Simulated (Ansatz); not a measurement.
SrZrO$_{3}$:
```
CELL_PARAMETERS angstrom
      4.09581     0.00000     0.00000
      0.00000     4.09581     0.00000
      0.00000     0.00000     4.09581
ATOMIC_POSITIONS crystal
  Sr 0.50000 0.50000 0.50000
  Zr 0.00000 0.00000 0.00000
  O  0.00000 0.50000 0.00000
  O  0.50000 0.00000 0.00000
  O  0.00000 0.00000 0.50000
```

Relaxed with LDA. Special points in fractions of this cell's reciprocal vectors: Γ (0.000, 0.000, 0.000); X (0.000, 0.500, 0.000); M (0.500, 0.500, 0.000); R (0.500, 0.500, 0.500).

Task: List the band energies nearest the valence-band maximum at these points for the program Ansatz at the LDA level (PAW).

Result: In eV from the valence-band maximum; about four levels below and three above (degenerate sets whole), none deeper than 8.9 eV; points with the same levels are listed once.

| k | below | above |
|---|---|---|
| Γ | -1.07 -1.07 -1.07 -0.23 -0.23 -0.23 | 3.32 3.32 3.32 |
| X | -1.92 -1.92 -1.77 -0.36 -0.36 | 3.80 6.08 6.08 |
| M | -1.47 -1.47 -0.63 -0.07 | 6.07 6.07 6.74 |
| R | -3.55 0.00 0.00 0.00 | 6.18 6.18 6.18 |

Space group Pm-3m (cubic perovskite). The workflow started from a Materials Project entry (that database holds measured and hypothetical structures alike); the Crystallography Open Database files this formula in space group No. 221, but the cells were not matched. Its standing as an ambient phase is unchecked. The cell was relaxed with LDA under the symmetry of its start. At this level the phase is dynamically unstable (imaginary phonons). No spin polarisation was allowed. Spin–orbit coupling is left out wherever it is not named.

Potentials: the later of the program's two PAW sets.
